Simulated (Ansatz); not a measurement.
Theory: Ansatz 0.2.0, DFT PBE, scalar-relativistic, plane waves, PAW. All cells share a 420 eV cutoff and Γ-centred k meshes spaced about 0.3 Å⁻¹ or finer (0.25 for metals, 2π included). No spin polarisation.

A search over trial structures of Zr4Ag gave this relaxed cell.

```cif
data_structure
_symmetry_space_group_name_H-M 'I4/m'
_symmetry_Int_Tables_number 87
_cell_length_a 7.1832
_cell_length_b 7.1832
_cell_length_c 4.2373
_cell_angle_alpha 90.000
_cell_angle_beta 90.000
_cell_angle_gamma 90.000
_cell_volume 218.64
loop_
_atom_site_label
_atom_site_type_symbol
_atom_site_symmetry_multiplicity
_atom_site_Wyckoff_symbol
_atom_site_fract_x
_atom_site_fract_y
_atom_site_fract_z
_atom_site_occupancy
Zr1 Zr 8 h 0.80839 0.61128 0.00000 1
Ag1 Ag 2 a 0.00000 0.00000 0.00000 1
```

Task: Is it a true minimum?

Result: As far as tested, yes. The phonons on a 2×2×2 q mesh of the computed 5-atom cell show no imaginary mode. (Phonon run: 8×8×8 k mesh, Gaussian smearing of 0.10 eV.) After random moves of the atoms it relaxes back. The optical modes at Γ run from 86 to 203 cm⁻¹. Zr has 9 Zr at 3.03–3.33 Å and 3 Ag at 3.11–3.17 Å; Ag is surrounded by 12 Zr at 3.11–3.17 Å.

Phonons of metals hang on the k mesh and the smearing.
